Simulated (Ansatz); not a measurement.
GePd₂:
```
GePd2
1.0
    6.70392     0.00000     0.00000
   -3.35196     5.80576     0.00000
    0.00000     0.00000     3.47513
Ge Pd
3 6
Direct
  0.66667   0.33333   0.00000
  0.33333   0.66667   0.00000
  0.00000   0.00000   0.50000
  0.60785   0.00000   0.50000
  0.39215   0.39215   0.50000
  0.00000   0.60785   0.50000
  0.00000   0.26840   0.00000
  0.26840   0.00000   0.00000
  0.73160   0.73160   0.00000
```

Relaxed with r²SCAN.

Problem. Map the electron localisation function on the plane through (0.000, 0.000, 0.500) spanned by u = [1, 0, 0] and v = [0, 0, 1] in lattice vectors, from r²SCAN (plane waves, PAW; program Ansatz).

Solution. x is the fraction of u, y of v (the angle between them is 90°; rows are the nearest grid lines); atoms in the plane: Ge at (0.00, 0.00), Pd at (0.61, 0.00), Pd at (0.27, 0.50).
```
y \ x   0.000  0.0882  0.176  0.265  0.353  0.441  0.559  0.647  0.735  0.824  0.912   1.00
------  -----  ------  -----  -----  -----  -----  -----  -----  -----  -----  -----  -----
1.00    0.116   0.186  0.389  0.159  0.152  0.198  0.422  0.350  0.416  0.376  0.188  0.116
0.941   0.004   0.222  0.383  0.160  0.154  0.192  0.463  0.414  0.386  0.379  0.221  0.004
0.824   0.206   0.362  0.302  0.220  0.178  0.184  0.534  0.559  0.228  0.378  0.356  0.206
0.765   0.336   0.381  0.266  0.376  0.218  0.193  0.408  0.446  0.184  0.350  0.384  0.336
0.706   0.364   0.370  0.330  0.538  0.334  0.191  0.241  0.266  0.178  0.297  0.401  0.364
0.588   0.281   0.215  0.522  0.395  0.535  0.189  0.134  0.130  0.169  0.190  0.232  0.281
0.529   0.218   0.194  0.563  0.229  0.563  0.196  0.125  0.114  0.163  0.168  0.185  0.218
0.471   0.218   0.194  0.563  0.229  0.563  0.196  0.125  0.114  0.163  0.168  0.185  0.218
0.412   0.281   0.215  0.522  0.395  0.535  0.189  0.134  0.130  0.169  0.190  0.232  0.281
0.294   0.364   0.370  0.330  0.538  0.334  0.191  0.241  0.266  0.178  0.297  0.401  0.364
0.235   0.336   0.381  0.266  0.376  0.218  0.193  0.408  0.446  0.184  0.350  0.384  0.336
0.176   0.206   0.362  0.302  0.220  0.178  0.184  0.534  0.559  0.228  0.378  0.356  0.206
0.0588  0.004   0.222  0.383  0.160  0.154  0.192  0.463  0.414  0.386  0.379  0.221  0.004
0.000   0.116   0.186  0.389  0.159  0.152  0.198  0.422  0.350  0.416  0.376  0.188  0.116
```

The density is the valence pseudo-density with augmentation charge, so density and ELF within about 1 Å of a nucleus are not all-electron values.

Space group P-62m. The first step of the workflow began from a Materials Project structure, measured or hypothetical; the Crystallography Open Database copy checked does not list it. Whether it is the stable phase at ambient conditions was not checked. The r²SCAN relaxation kept the symmetry of its start; whether a distortion lowers the energy is not shown. The run is not spin-polarised.

Potentials: the later of the program's two PAW sets.
